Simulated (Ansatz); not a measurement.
# Calculation log, BaZn (Pm-3m) (elastic constants by finite strains)

Level of theory: r²SCAN, all-electron PAW in Ansatz 0.2.0, datasets made for the crystal, scalar-relativistic.

The cell comes from a PAW relaxation under the same functional.

The structure is one entry of a database and needn't be the stable phase.

Launched as:

```sh
ansatz run input.yaml --threads 1 --pin off --max-ram 2560MiB --backend cpu --events-out ev --progress --plain --runs-dir out
```

Input file:

```yaml
crystal:
  lattice:
    - [4.0805442709, 0.0, 0.0]
    - [0.0, 4.0805442709, 0.0]
    - [0.0, 0.0, 4.0805442709]
  atoms:
    - { symbol: Ba, position: [0.0, 0.0, 0.0] }
    - { symbol: Zn, position: [0.5, 0.5, 0.5] }
kpoints:
  mp_grid: { grid: [10, 10, 10] }
scf:
  occupations: { method: fermi_dirac, width: 0.1 }
hamiltonian:
  xc: r2scan
  pseudopotentials: { kind: all_electron, datasets: crystal }
elastic:
  mode: relaxed_ion
  stencil: two_point
  amplitude: 0.005
```

Output:

```
Warning: RAYON_NUM_THREADS=1 ignored (pool sized by the plan → 1); use --threads N
hamiltonian.pseudopotentials.datasets: crystal makes datasets for this crystal and solves the spheres of its atoms anew in each pass: cutoff 240.0 eV, the density's 1680.0 eV; recipe 48451a9b9632.33.16, for an error of 0.50 meV ...
band count auto-derived: 18 (N_el = 22.0; filled up to band 11; 15 by the electrons, moments and atoms)
Engine: ansatz 0.2.0, aarch64-unknown-linux-gnu
Pseudopotentials: kind: all_electron
Pseudopotential: Ba, paw, valence charge 10, recommended cutoff 240 eV (normal), crystal/all_electron/r2scan/scalar/gaussian/Ba, Koelling and Harmon's equation, gaussian nucleus
Pseudopotential: Zn, paw, valence charge 12, recommended cutoff 240 eV (normal), crystal/all_electron/r2scan/scalar/gaussian/Zn, Koelling and Harmon's equation, gaussian nucleus
Functional definition: r2SCAN
  parameter k0 = 0.174
  parameter k1 = 0.065
  parameter a1 = 4.9479
  exchange = r2scan_x(k0 = k0, k1 = k1, a1 = a1)
  correlation = r2scan_c
Crystal: 2 atoms, lattice volume = 67.944 Å³
Basis set: ecut = 240 eV, 587 PW (Γ), exchange–correlation on 120×120×120 points (64 copies of the dense FFT grid, shifted against one another)
Bands: 18, of which v1, the nominal top of the filled ones, is band 11 counted from 1 (10 counted from 0)
Symmetry: 48 space group operations
Space group: Pm-3m (ITA 221), of the structure as read, at distance tolerance 4.1e-5 Å
k-points: 56 of 1000
Non-local potential: Ba, projectors of the file, l = 0: 2, l = 1: 2, l = 2: 2, l = 3: 2
Non-local potential: Zn, projectors of the file, l = 0: 1, l = 1: 1, l = 2: 2
PAW form: soft (Blöchl's): semilocal exchange-correlation on the pseudo side does not see the compensation charge
PAW one-centre angular grid: Ba, 302 points (default); XC on its mesh's 1851 points in the sphere
PAW one-centre angular grid: Zn, 590 points (default); XC on its mesh's 1925 points in the sphere
Initial density: superposition of atomic densities (neutral atoms: chi_scale 0, normalization atom)
Initial wavefunctions: pseudopotential atomic-orbital guess
Functional: x = r2scan, c = r2scan; τ floored in thin density (d = 2e-4 eV/Å³)
iter 1 solved again at ethr=8.21e-4 eV; its pass at ethr=1.00e-1 eV (dr2=1.81e-1 eV) is discarded
SCF iter   1: F=—  HF=-270282.042371 eV  |F-HF|=—  |Δ(HF+E_count)|=         —  Δρ=1.60e-2  dr2=1.94e-1  dr2_τ=3.71e-3  ethr=8.21e-4  ⟨swp⟩=5.1  Hψ=6808  notcnv=0
preconditioner: auto → Kerker (q_TF=auto, 2.261 Å⁻¹)  [metal: Δε(μ)=0.031 eV  Ē_g=11.778 eV  σ=0.100 eV  W_gap=0.08  n_scr=18 (ndim 8)  ℏωp=20.1 eV  f_vac=0.000  D(μ)=1.54/eV (n_scr^D=6)]
SCF iter   2: F=—  HF=-270282.112652 eV  |F-HF|=—  |Δ(HF+E_count)|=   7.03e-2  Δρ=9.14e-3  dr2=5.92e-2  dr2_τ=1.32e-5  ethr=8.21e-4  ⟨swp⟩=3.1  Hψ=2184  notcnv=0
SCF iter   3: F=—  HF=-270282.156250 eV  |F-HF|=—  |Δ(HF+E_count)|=   4.36e-2  Δρ=5.44e-3  dr2=2.67e-2  dr2_τ=5.69e-5  ethr=2.69e-4  ⟨swp⟩=3.4  Hψ=3116  notcnv=0  defer=5
SCF iter   4: F=—  HF=-270282.131598 eV  |F-HF|=—  |Δ(HF+E_count)|=   2.47e-2  Δρ=1.95e-3  dr2=3.44e-3  dr2_τ=8.57e-6  ethr=1.21e-4  ⟨swp⟩=3.0  Hψ=2062  notcnv=0
[... 107 lines left out ...]
SCF iter  14: F=-270282.140970 eV  HF=-270282.140970 eV  |F-HF|=5.82e-11  |Δ(HF+E_count)|=  5.82e-11  Δρ=2.48e-9  dr2=5.53e-15  dr2_τ=6.84e-17  ethr=1.00e-12  ⟨swp⟩=5.1  Hψ=9229  notcnv=0
SCF 5 converged in 14 iterations: F = -270282.140970 eV  dr2 = 5.53e-15
  Residual-converged pass: the last iteration was solved by the pass's rule, and is the pass (adopted: true)  max |occ|·‖R‖ = 1.0e-8 eV (tolerance 1.0e-8 eV)  dr2=5.53e-15  dr2_τ=6.84e-17  dr2_onsite=1.39e-14
SCF converged after 21 iterations
Free energy (F): -270282.141064 eV
Harris-Foulkes:  -270282.141064 eV  (|F-HF|=1.16e-10)
Internal energy: -270282.088782 eV  (E = F + TS)
E sigma→0 (E₀):  -270282.114923 eV
Entropy (-TS):   -0.052282 eV (-26.141 meV/atom)
Past the cutoff: the bands carry plane waves up to 2.50 times it, of which those up to 1.5 times it add -0.001080 eV an atom, each by itself; the spheres take 0.000530 eV an atom off the energy for waves past 2.50 times it
Past the cutoffs: a stress includes 0.0019 GPa for waves and charges beyond them, in addition to the slope of what the spheres take
In the spheres:  the bands' charges fall short by 1.4e-6 e at most (sound up to 1e-3)
Fermi energy:    10.150184 eV
--- Per-component energies (eV) ---
  E_band       = -0.391525
  E_kinetic    = 270.768020
  E_local      = -1261.297086  (includes V_loc(G=0)·N_el)
  E_nonlocal   = -294.905423
  E_hartree    = 605.479573
  E_xc         = -176.915366
  E_vxc        = -243.498450  (∫ρ·V_xc dr)
  E_paw        = -272187.969351  (= ΣΔE_a)
  E_vpaw       = -4019.310257  (= ΣTr[D̂ρ^β])
  E_vtau       = 13.037981  (kinetic-family band-sum trace: ∫τ·v_τ [+ j·A + Jᵃ·Aᵃ] dr)
  E_ewald      = -1561.103694
  E_smearing   = -0.052282  (= −TS)
  E_closure    = 4323.854545  (closes the sum)
  Σ components = -270282.141064   (vs F -270282.141064, Δ=0.00e0)
  The terms above E_closure are by the made datasets' own strengths, without shells solved beside the bands.
--- Forces (eV/Å), atoms counted from 1 ---
  atom   1  Ba    -0.00000000     0.00000000     0.00000000
  atom   2  Zn     0.00000000     0.00000000     0.00000000
  max |Σ_I F_I| component: 6.44e-30 eV/Å
--- Stress (GPa, compression-positive) ---
        0.029867       0.000000       0.000000
        0.000000       0.029867       0.000000
        0.000000       0.000000       0.029867
  P = ⅓ Tr σ = 0.0299 GPa (0.299 kbar)
--- Elastic constants: 2 strain directions × 2 members + reference (group order 48) ---
  dense FFT box of the reference and of every strained cell: 30×30×30
  strains applied: 11, 23; error gains: componentwise 1.00 (the most a stress slope's error grows in a printed constant), spectral 1.73 (1 for all six strains in a standard setting)
  C = ∂σ_k/∂η_j (tension-positive GPa; Voigt order 11 22 33 23 13 12):
        41.902     12.933     12.933     -0.000     -0.000     -0.000
        12.933     41.902     12.933     -0.000     -0.000     -0.000
        12.933     12.933     41.902     -0.000     -0.000     -0.000
        -0.000     -0.000     -0.000     17.521      0.000      0.000
         0.000      0.000     -0.000      0.000     17.521      0.000
         0.000     -0.000      0.000      0.000      0.000     17.521
  reference stress σ⁰ (GPa):     -0.030     -0.030     -0.030     -0.000     -0.000     -0.000
  C* (energy form; C + prestress term) asymmetry max|C*_kj − C*_jk| = 5.329e-15 GPa — a small one proves nothing (zero by symmetry where the batch's group is 432, −43m or m−3m); a large one is finite-difference/SCF noise where ...
  moduli (Voigt/Reuss/Hill, GPa): K = 22.59/22.59/22.59   G = 16.31/16.17/16.24   E = 39.29   ν = 0.210
  mechanically stable: yes (min eigenvalue of sym C = 17.52 GPa)
  where every solve meets its electron count the energy-path curvature estimates C_jj along a normal strain and C_jj − ¼(σ⁰_aa + σ⁰_bb) along a shear (ab), closely only under elastic.basis: deformed
  strain η (Voigt 11):  stress-route row diagonal C_11 = 41.90 GPa, energy-path curvature d²(F+E_count)/dδ²/Ω₀ = 41.93 GPa
         δ    σ_11 (GPa)             F (eV)   n_scf  n_hpsi   n_pw
    -5.000e-3      -0.2410     -270282.1407776      20  106267    587   relax 0 steps, max|allowed force component| 7.89e-31 eV/Å
     5.000e-3       0.1780     -270282.1409049      13   73917    588   relax 0 steps, max|allowed force component| 1.18e-30 eV/Å
  strain η (Voigt 23):  stress-route row diagonal C_44 = 17.52 GPa, energy-path curvature d²(F+E_count)/dδ²/Ω₀ = 17.55 GPa
         δ    σ_23 (GPa)             F (eV)   n_scf  n_hpsi   n_pw
    -5.000e-3      -0.0876     -270282.1409705      12  109114    587   relax 0 steps, max|allowed force component| 1.58e-30 eV/Å
     5.000e-3       0.0876     -270282.1409705      14  113775    587   relax 0 steps, max|allowed force component| 1.97e-31 eV/Å
```

Self-consistency was reached.

Elastic moduli:

Elastic constants of a crystal by Kohn-Sham DFT: slopes of the stress over finite engineering strains of the given cell, Voigt indices, Cartesian axes as in the input; Hill averages of a grain aggregate, Debye temperature from the mean sound speed over directions.

```json
{
 "Bulk modulus": "22.59 GPa",
 "Shear modulus": "16.24 GPa",
 "Young modulus": "39.29 GPa",
 "Poisson ratio": "0.2101",
 "Bulk over shear modulus": "1.391",
 "Elastic anisotropy index": "0.0436",
 "Least young modulus": "35.8 GPa",
 "Largest young modulus": "41.76 GPa",
 "Longitudinal sound speed": "2988 m/s",
 "Transverse sound speed": "1810 m/s",
 "Elastic debye temperature": "183.8 K",
 "Linear compressibility (x, y, z)": "14.76, 14.76, 14.76 1/TPa",
 "Zener ratio": "1.21",
 "Cauchy pressure": "-4.59 GPa"
}
```

**Strained cells**

Stress of each strained cell less that at rest, tension positive.

| strain component | strain | stress xx (GPa) | stress yy (GPa) | stress zz (GPa) | stress yz (GPa) | stress xz (GPa) | stress xy (GPa) | relaxation steps |
| --- | --- | --- | --- | --- | --- | --- | --- | --- |
| xx | -0.005 | -0.2111 | -0.0656 | -0.0656 | 0 | 0 | 0 | 0 |
| xx | 0.005 | 0.2079 | 0.0637 | 0.0637 | 0 | 0 | 0 | 0 |
| yz | -0.005 | -0.0007 | -0.0006 | -0.0006 | -0.0876 | 0 | 0 | 0 |
| yz | 0.005 | -0.0007 | -0.0006 | -0.0006 | 0.0876 | 0 | 0 | 0 |

**Elastic constants**

```json
{
  "Pressure at rest": "0.03 GPa",
  "Least elastic eigenvalue": "17.52 GPa",
  "Elastically stable": "yes"
}
```

| index | elastic (GPa) |
| --- | --- |
| 11 | 41.9 |
| 12 | 12.93 |
| 44 | 17.52 |

Limits of these numbers: responses of metals move with mesh and smearing.

Time and hardware: 4.8 min on 1 thread of Arm Neoverse V1, on a shared host, peak memory 1.1 GiB.
